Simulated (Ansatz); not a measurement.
GeW (CsCl type, Pm-3m) at seven volumes, the program Ansatz at the r²SCAN level (PAW), scaled uniformly. One row is withheld.

```tsv
V (Å³/atom)	P (GPa)
13.725	25.64
14.178	15.76
14.630	?
15.082	0.00
15.535	-6.24
15.987	-11.53
16.440	-16.01
```

Problem. Fit the shown pressures and predict the withheld one.

Solution. P = (3/2)B₀(x^(7/2) − x^(5/2))[1 + (3/4)(B′ − 4)(x − 1)] with x = (V₀/V)^(2/3). Least squares on the six rows gives V₀ = 15.082 Å³/atom, B₀ = 223 GPa, B′ = 4.22. At V = 14.630, x = 1.0205 and P = 7.24 GPa. The run itself gave 7.33 GPa.

A made-up cell: these elements were put on the sites of a structure type; neither database checked (COD, Materials Project) lists it. Whether it is the stable phase at ambient conditions was not checked. The cell was relaxed with r²SCAN under the symmetry of its start; whether a distortion lowers the energy is not shown. No spin polarisation was allowed. Spin–orbit coupling is left out wherever it is not named.

Potentials: the later of the program's two PAW sets.
